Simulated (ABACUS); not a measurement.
Band structure of W (Pm-3n, 8 atoms in the cell; from COD 9008583, lattice scaled a little).

```
CELL_PARAMETERS angstrom
      5.14196     0.00000     0.00000
      0.00000     5.14196     0.00000
      0.00000     0.00000     5.14196
ATOMIC_POSITIONS crystal
  W  0.00000 0.00000 0.00000
  W  0.50000 0.50000 0.50000
  W  0.00000 0.50000 0.25000
  W  0.00000 0.50000 0.75000
  W  0.25000 0.00000 0.50000
  W  0.75000 0.00000 0.50000
  W  0.50000 0.75000 0.00000
  W  0.50000 0.25000 0.00000
```

Level of theory: ABACUS with PBEsol, numerical atomic orbitals DZP (confined pseudo-atomic orbitals with Gaussian additions; energy shift 0.003 Ry), PseudoDojo 0.4 standard norm-conserving PBEsol (tails mended) pseudopotentials.

Settings: basis = DZP numerical atomic orbitals, energy shift 0.003 Ry; KPT = MP 3 3 3 0 0 0; basis_type = lcao; ecutwfc = 100 Ry; smearing_method = gaussian; smearing_sigma = 0.00367493 Ry; potentials = PseudoDojo 0.4 standard norm-conserving PBEsol (tails mended); symmetry = 1; symmetry_prec = 1e-05; nbands = 62; ks_solver = scalapack_gvx; scf_nmax = 100; scf_thr = 1.0e-07; mixing_type = broyden.

Spin-orbit coupling is left out, which matters for bands and gaps with elements this heavy. The atom-centred basis is finite, which shifts total energies and pressures against plane waves. No clean gap shows at this smearing width and mesh (spacing up to 0.41 Å⁻¹); the mesh is coarse for partly filled bands, so the values carry mesh errors.

Points are given in units of this cell's reciprocal vectors. Levels in eV from the Fermi level, bands 53 to 58:
| point | 53 | 54 | 55 | 56 | 57 | 58 |
|---|---|---|---|---|---|---|
| Γ (0 0 0) | -1.25 | -1.25 | -0.26 | -0.26 | -0.26 | 1.68 |
| X (0 0.5 0) | -0.96 | -0.96 | -0.72 | -0.72 | 0.72 | 0.72 |
| M (0.5 0.5 0) | -0.98 | -0.67 | -0.67 | 0.41 | 0.41 | 0.45 |
| R (0.5 0.5 0.5) | -1.23 | -1.23 | -1.23 | -1.23 | 1.45 | 1.45 |

2 bands cross the Fermi level along this path, so the cell has no gap at this level.

The Fermi level comes from the SCF mesh, which can miss band crossings, so its place against them is uncertain.

Higher empty bands are left out: an atom-centred basis made for the valence describes them poorly.

The atomic orbitals were generated for these runs; they are not ABACUS's published sets and were checked against plane waves on a few crystals only.

“Tails mended”: in these copies of the files the far tail of each local potential was reset to the Coulomb form.
